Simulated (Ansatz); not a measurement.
# AgScTe2 in 5 trial structures

AgScTe2 was placed in 5 structures, borrowed from other compounds or built from prototypes, and relaxed with PBEsol and then r2SCAN+rVV10 in Ansatz, symmetry kept. Energies are static, from a final single point; gaps are the least over its mesh and special points. Computed values alone, no measurements; non-magnetic cells, some hypothetical.

| start | ends in | volume (Å³/atom) | energy, r2SCAN+rVV10 (meV/atom) | gap, r2SCAN+rVV10 (eV) | shaken (PBEsol) |
| --- | --- | --- | --- | --- | --- |
| ordering on rocksalt (b) | Pmmn | 26.40 | 9 | 0.20 | undecided on its mesh |
| ordering on rocksalt (d) | P4/nmm | 26.15 | 61 | metal | returns (8 atoms) |
| ordering on rocksalt | R-3m | 26.41 | 0 | 0.55 | returns (8 atoms) |
| ordering on rocksalt (e) | R-3m | 26.35 | 81 | metal | falls 9 meV |
| ordering on rocksalt (c) | I4_1/amd | 26.42 | 30 | metal | falls 48 meV |

Energies count from the lowest cell; the last column tells what a randomly displaced small cell does when relaxed without symmetry, which tests only the distortions that fit it.

Of the symmetric cells the lowest is the one started from ordering on rocksalt, which ends in R-3m (No. 166), 9 meV an atom below the next (ordering on rocksalt (b)). With PBEsol alone and the shaken cells counted, the lowest of the cells computed is the shaken one from ordering on rocksalt (c) (Cm), about 26 meV an atom below the lowest symmetric cell, that from ordering on rocksalt (b). Other structures, not tried here, could lie lower.

The falls are PBEsol's, in meV an atom on the shaken cell's own mesh; a cell that falls isn't a minimum, and its place in the table may change once it distorts.

The cells in order of energy (the first three):
- ordering on rocksalt: R-3m, 26.41 Å³ an atom. Ag is surrounded by 6 Te at 3.01 Å; Sc is surrounded by 6 Te at 2.94 Å; Te is surrounded by 3 Sc at 2.94 Å and 3 Ag at 3.01 Å.
- ordering on rocksalt (b): Pmmn, 26.40 Å³ an atom. Around Ag lie 6 Te at 2.90–3.13 Å; around Te lie 2 Sc at 2.88 Å and 4 Ag at 2.90–3.13 Å; around Sc lie 6 Te at 2.88–2.99 Å; around Te lie 4 Sc at 2.94–2.99 Å and 2 Ag at 3.09 Å.
- ordering on rocksalt (c): I4_1/amd, 26.42 Å³ an atom. Ag has 6 Te at 2.95–3.18 Å; Te has 3 Sc at 2.91–2.95 Å and 3 Ag at 2.95–3.18 Å; Sc has 6 Te at 2.91–2.95 Å.

The lowest symmetric cell:
```
Ag Sc Te
1.0
     2.09482    1.20945    6.94999
    -2.09482    1.20945    6.94999
     0.00000   -2.41890    6.94999
Ag Sc Te
1 1 2
Direct
  0.00000 0.00000 0.00000
  0.50000 0.50000 0.50000
  0.24714 0.24714 0.24714
  0.75286 0.75286 0.75286
```

Spin-orbit coupling is left out, which matters wherever the heavy atoms make up the band edges.
